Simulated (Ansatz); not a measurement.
Relaxed-ion elastic tensor of Cr₂C in space group P-3m1 (No. 164; Cr on 2d, C on 1b) in GPa (Voigt order), r²SCAN in the plane-wave PAW code Ansatz; density 6.65 g/cm³, 9.66 Å³ per atom.

```
  526    119    156  -12.1    0.0    0.0
  119    526    156   12.1    0.0    0.0
  156    156    505    0.0    0.0    0.0
-12.1   12.1    0.0    122    0.0    0.0
  0.0    0.0    0.0    0.0    122  -12.1
  0.0    0.0    0.0    0.0  -12.1    204
```

**Question.** Is the crystal mechanically stable?

**Answer.** Yes: the smallest eigenvalue of C is 120 GPa.

**Question.** Work out the Voigt, Reuss and Hill averages.

**Answer.** K_V = 269, K_R = 269, K_H = 269; G_V = 165, G_R = 155, G_H = 160 GPa.

**Question.** Give Young's modulus, Poisson's ratio, Pugh's ratio and the universal anisotropy index.

**Answer.** E = 9KG/(3K + G) = 401 GPa; ν = 0.25; K/G = 1.68 (near the Pugh limit of 1.75, no verdict); A_U = 5G_V/G_R + K_V/K_R − 6 = 0.30.

**Question.** Estimate the sound speeds and the Debye temperature.

**Answer.** v_l = √((K + 4G/3)/ρ) = 8520 m/s, v_t = √(G/ρ) = 4910 m/s, mean 5450 m/s; Θ = (h/k)(3n/4πV)^(1/3) v_m = 762 K.

**Question.** Solve the Christoffel equation for the three sound speeds along x, y, z.

**Answer.** Eigenvalues of C_ijkl n_j n_l equal ρv². In km/s, slowest first: x 4.25, 5.56, 8.90; y 4.28, 5.54, 8.90; z 4.29, 4.29, 8.72.

**Question.** How much does each axis shrink under pressure?

**Answer.** Linear compressibilities β_i = Σ_j S_ij (j = 1 to 3): x 1.3, y 1.3, z 1.2 per TPa.

The workflow started from a Materials Project entry (that database holds measured and hypothetical structures alike); the Crystallography Open Database copy checked does not list it. Its standing as an ambient phase is unchecked. Symmetry was held in the r²SCAN relaxation; of distortions, only those at the zone centre were tested. The run is not spin-polarised. As this level gives no gap, shear constants depend on the k-mesh and smearing (Fermi–Dirac, 0.1 eV here). On the denser mesh and wider smearing of the elastic run this cell carries a stress of 0.6 GPa.

Potentials: the later of the program's two PAW sets.
